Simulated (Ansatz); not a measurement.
CaClF (space group P4/nmm)

```yaml
crystal:
  lattice:
    - [3.86667, 0.00000, 0.00000]
    - [0.00000, 3.86667, 0.00000]
    - [0.00000, 0.00000, 6.87431]
  atoms:
    - { symbol: Ca, position: [0.00000, 0.50000, 0.80682] }
    - { symbol: Ca, position: [0.50000, 0.00000, 0.19318] }
    - { symbol: Cl, position: [0.50000, 0.00000, 0.64659] }
    - { symbol: Cl, position: [0.00000, 0.50000, 0.35341] }
    - { symbol: F, position: [0.50000, 0.50000, 0.00000] }
    - { symbol: F, position: [0.00000, 0.00000, 0.00000] }
```

The relaxed cell is deformed in two ways at once: its volume V is scaled, and at that volume it is stretched along z (the c axis of the conventional cell) so that c/a changes. Fractional atomic positions are held.

Method: r2SCAN (plane waves to 500 eV, PAW, scalar-relativistic; Ansatz, a program for electronic structure). k mesh 9×9×5 (Γ-centred), Fermi-Dirac smearing 0.05 eV. Stress and pressure are positive under compression. As the atoms are clamped, bonds stretch with the cell, which overstates energies and stresses. CaClF was relaxed with its symmetry unable to fall.

At one point of the scan the stress tensor (GPa) is:

```
   1.95     0.00     0.00
   0.00     1.95     0.00
   0.00     0.00     4.86
```

Problem. Which point is it?
(A) V/V₀ = 0.960, (c/a)/(c/a)₀ = 1.080
(B) V/V₀ = 0.960, (c/a)/(c/a)₀ = 0.920
(C) V/V₀ = 1.000, (c/a)/(c/a)₀ = 0.920
(D) V/V₀ = 0.980, (c/a)/(c/a)₀ = 0.960

Solution. B, V/V₀ = 0.960, (c/a)/(c/a)₀ = 0.920

(A scan under strain: stresses follow from slopes of the energy per volume, elastic moduli from its curvatures.)
